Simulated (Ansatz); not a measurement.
A relaxed structure of Ba(MgAs)2 is spoiled in several ways and relaxed again each time (noise and exchanges are one random draw each; squeezed and stretched starts keep its symmetry, which their runs cannot lower; pressure is positive under compression). All values below come from r2SCAN (plane waves to 500 eV, PAW, scalar-relativistic; Ansatz, a first-principles code).

Space group P-3m1 (No. 164); a = b = 4.4852 Å, c = 7.7575 Å, α = β = 90.00°, γ = 120.00°

```json
[
 {"atom": "Ba", "site": "1a", "symmetry": "-3m.", "x": "0.0000", "y": "0.0000", "z": "0.0000"},
 {"atom": "Mg", "site": "2d", "symmetry": "3m.", "x": "0.6667", "y": "0.3333", "z": "0.3775"},
 {"atom": "As", "site": "2d", "symmetry": "3m.", "x": "0.3333", "y": "0.6667", "z": "0.2743"}
]
```

```csv
change,first pressure (GPa),largest first force (eV/Å),released (eV/atom),moves,outcome,final group,E − E(parent) (eV/atom)
stretched uniformly to 130 % of its volume,-7.7,0.36,0.24,6,returns to the parent,P-3m1,0.000
with every coordinate shifted by Gaussian noise of σ = 0.3 Å,5.0,5.71,0.41,6,returns to the parent,P-3m1,0.000
"deformed by the Cartesian strain tensor (xx, yy, zz, yz, xz, xy) = (-0.085, 0.016, -0.056, 0.061, -0.003, -0.034)",11.6,0.79,0.25,6,returns to the parent,P-3m1,0.000
"doubled along one cell vector, shaken by Gaussian noise of σ = 0.08 Å a coordinate",0.3,0.83,0.021,5,returns to the parent,P-3m1,0.000
```

First-step values come from each run's starting, coarser k-mesh (6×6×3, 7×6×3, 6×6×2). Each cell has its own k-point mesh; energy differences are given only to the digits this allows. No spin polarisation in the result.

The relaxation started from an entry of Materials Project.
